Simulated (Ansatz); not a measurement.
YSb (rock salt, Fm-3m) at seven volumes, LDA in the plane-wave PAW code Ansatz, scaled uniformly. One row is withheld.

| V (Å³/atom) | P (GPa) |
|---|---|
| 25.319 | 7.95 |
| 26.153 | 4.89 |
| 26.988 | 2.26 |
| 27.823 | 0.00 |
| 28.657 | ? |
| 29.492 | -3.63 |
| 30.327 | -5.07 |

Task: Fit the shown pressures and predict the withheld one.

Result: P = (3/2)B₀(x^(7/2) − x^(5/2))[1 + (3/4)(B′ − 4)(x − 1)] with x = (V₀/V)^(2/3). Least squares on the six rows gives V₀ = 27.822 Å³/atom, B₀ = 69.9 GPa, B′ = 3.99. At V = 28.657, x = 0.9805 and P = -1.95 GPa. The run itself gave -1.95 GPa.

The first step of the workflow began from a Materials Project structure, measured or hypothetical; the Crystallography Open Database files this formula in space group No. 225, but the cells were not matched. Its standing as an ambient phase is unchecked. Symmetry was held in the LDA relaxation; of distortions, only those at the zone centre were tested. No spin polarisation was allowed. Scalar-relativistic: spin–orbit coupling is off unless named, which matters more the heavier the elements.

Potentials: the later of the program's two PAW sets.
